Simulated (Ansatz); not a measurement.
Here is the system:

SiMo$_{3}$:
```cif
data_Mo12Si4
_chemical_formula_sum 'Si4 Mo12'
_space_group_name_H-M_alt 'Fm-3m'
_space_group_IT_number 225
_space_group_name_Hall '-F 4 2 3'
_cell_length_a 6.17156
_cell_length_b 6.17156
_cell_length_c 6.17156
_cell_angle_alpha 90.000
_cell_angle_beta 90.000
_cell_angle_gamma 90.000
loop_
_atom_site_label
_atom_site_type_symbol
_atom_site_symmetry_multiplicity
_atom_site_Wyckoff_symbol
_atom_site_fract_x
_atom_site_fract_y
_atom_site_fract_z
_atom_site_occupancy
Si1 Si 4 a 0.00000 0.00000 0.00000 1
Mo1 Mo 4 b 0.50000 0.50000 0.50000 1
Mo2 Mo 8 c 0.25000 0.25000 0.25000 1
```
(The calculation used a cell of 4 atoms; values per cell refer to that cell.)

This is the r²SCAN-relaxed structure.

Problem. All from plane-wave PAW r²SCAN (Ansatz code), unless another level is named. Estimate the Poisson's ratio.

Solution. 0.37.

Problem. Predict the elastic constants (relaxed ions, GPa).

Solution. C11 = 305, C12 = 229, C44 = 115.

The cell is a constructed one: a structure type filled with these elements; neither database checked (COD, Materials Project) lists it. COD files the formula under space group No. 223. Its standing as an ambient phase is unchecked. Symmetry was held in the r²SCAN relaxation; whether a distortion lowers the energy is not shown. The run is not spin-polarised. As this level gives no gap, shear constants depend on the k-mesh and smearing (Fermi–Dirac, 0.1 eV here).

Potentials: the earlier of the program's two PAW sets.
